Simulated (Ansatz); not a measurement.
BeS (P6_422), relaxed with PBE (Ansatz, a quantum-chemistry and plane-wave program, plane waves, PAW): a = b = 3.4520 Å, c = 7.8113 Å, α = β = 90.00°, γ = 120.00°.

```
Item                             Value
-------------------------------  -----
gap (eV)                          2.66
ΔH_f (eV/atom)                   -0.75
B₀ by P(V) fit (GPa)              99.6
electron conductivity mass (mₑ)   0.43
```

Q: The same phase is relaxed and computed with r²SCAN in the same code. What are the cell and these values now?

A: a = b = 3.450 Å, c = 7.832 Å, α = β = 90.00°, γ = 120.00°.

- gap (eV) = 3.18
- ΔH_f (eV/atom) = -0.88
- B₀ by P(V) fit (GPa) = 104
- electron conductivity mass (mₑ) = 0.41

Typed or built starts, not in the databases checked: BeS, P6_422 (Be on 3c, S on 3d). All cells were relaxed under the symmetry of their starts (and spin orders); stability against distortions was not tested throughout.

Potentials: the later of the program's two PAW sets.

Ansatz is a plane-wave DFT program.

Formation energies count from the lowest solids of the elements computed at the same level, not from gases.
